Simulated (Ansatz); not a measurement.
HgPd:
```yaml
crystal:
  lattice:
    - [3.04441, 0.00000, 0.00000]
    - [0.00000, 3.04441, 0.00000]
    - [0.00000, 0.00000, 3.77169]
  atoms:
    - { symbol: Hg, position: [0.00000, 0.00000, 0.00000] }
    - { symbol: Pd, position: [0.50000, 0.50000, 0.50000] }
```

Relaxed with r²SCAN. Special points in fractions of this cell's reciprocal vectors: Γ (0.000, 0.000, 0.000); X (0.000, 0.500, 0.000); M (0.500, 0.500, 0.000); Z (0.000, 0.000, 0.500); R (0.000, 0.500, 0.500); A (0.500, 0.500, 0.500).

**Question.** List the band energies nearest the Fermi level at these points for r²SCAN with spin–orbit coupling (plane waves, PAW; program Ansatz).

**Answer.** In eV from the Fermi level; about four levels below and three above (degenerate sets whole), none deeper than 8.9 eV; points with the same levels are listed once.

```tsv
k	below	above
Γ	-1.68 -1.68 -1.35 -1.35	2.45 2.45 7.96 7.96
X	-2.55 -2.55 -2.03 -2.03	0.20 0.20 9.68 9.68
M	-0.92 -0.92 -0.33 -0.33	0.47 0.47 3.10 3.10
Z	-1.93 -1.93 -1.64 -1.64	11.86 11.86 13.66 13.66
R	-1.43 -1.43 -0.58 -0.58	1.82 1.82 4.58 4.58
A	-1.84 -1.84 -0.93 -0.93	1.57 1.57 4.75 4.75
```

Space group P4/mmm (L1₀ or tetragonal B2). The workflow started from an entry of the Crystallography Open Database (COD). Its standing as an ambient phase is unchecked. The cell was relaxed with r²SCAN under the symmetry of its start; its stability against distortions is not shown here. No spin polarisation was allowed.

Potentials: the later of the program's two PAW sets.
